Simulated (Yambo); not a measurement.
Here is the system:

```xyz
2
Lattice="0.0000 3.1523 3.1523 3.1523 0.0000 3.1523 3.1523 3.1523 0.0000" Properties=species:S:1:pos:R:3 pbc="T T T"
Na     0.0000     0.0000     0.0000
I      3.1523     3.1523     3.1523
```

Workflow: PBEsol (Quantum ESPRESSO, PseudoDojo norm-conserving, 88 Ry, without SOC), then G0W0 in Yambo (4×4×4 Γ-centred k mesh, bands 2 to 146 and a 10 Ry block in the screening, 146 bands in G with the Bruneval-Gonze terminator, plasmon pole fitted at 27.2 eV).

Give the PBEsol and G0W0 gaps between the band edges found on this mesh, and say where the edges lie.

Edges: Γ → Γ. PBEsol: 3.72 eV; G0W0: 5.82 eV. Convergence of the G0W0 settings was not tested. Spin-orbit coupling is left out, which matters for elements this heavy: edges can move by tenths of an eV.

Geometry strained from the cell relaxed with PBEsol, atoms relaxed again.
